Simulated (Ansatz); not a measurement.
A geometry of Ni away from equilibrium: step 11 of the relaxation of a relaxed Ni cell, doubled along one cell vector, shaken by Gaussian noise of σ = 0.08 Å a coordinate. Level of theory: PBEsol (plane waves to 420 eV, PAW, scalar-relativistic; Ansatz, a program for electronic structure). Γ-centred k-mesh 16×8×16 on the run's cell (coarser than for final values), Fermi–Dirac smearing 0.05 eV.

```
Ni
1.0
   -1.25078     1.63859     1.25078
    2.50158    -3.27719     2.50157
    1.25078     1.63859    -1.25078
Ni
2
Direct
  0.00094   0.01524   0.01844
  0.00094   0.51524   0.01844
```
Spin-polarised start, with parallel moments on Ni.

Task: Which atoms carry the largest force, and which way does it point?

Result: No atom: all forces are below 0.005 eV/Å; only the cell is out of equilibrium.

Task: What is the pressure?

Result: +3.2 GPa, compression positive.

Task: How much energy per atom can still be gained by relaxing?

Result: 0.02 eV/atom; the path ends in Fm-3m (No. 225) (fcc (Cu type)).

Spin state reached: ferromagnetic (net 0.61 μB/atom), from parallel starting moments; other spin orders were not run from this start.

The run could not lose the symmetry of its start.

Of the parent cell (Im-3m (No. 229)): it is a generated cell of Ni: the first start was made by placing the elements on the sites of a structure type, and the end was not matched to a known phase here, so it may be hypothetical. Known forms of Ni include space group No. 225.
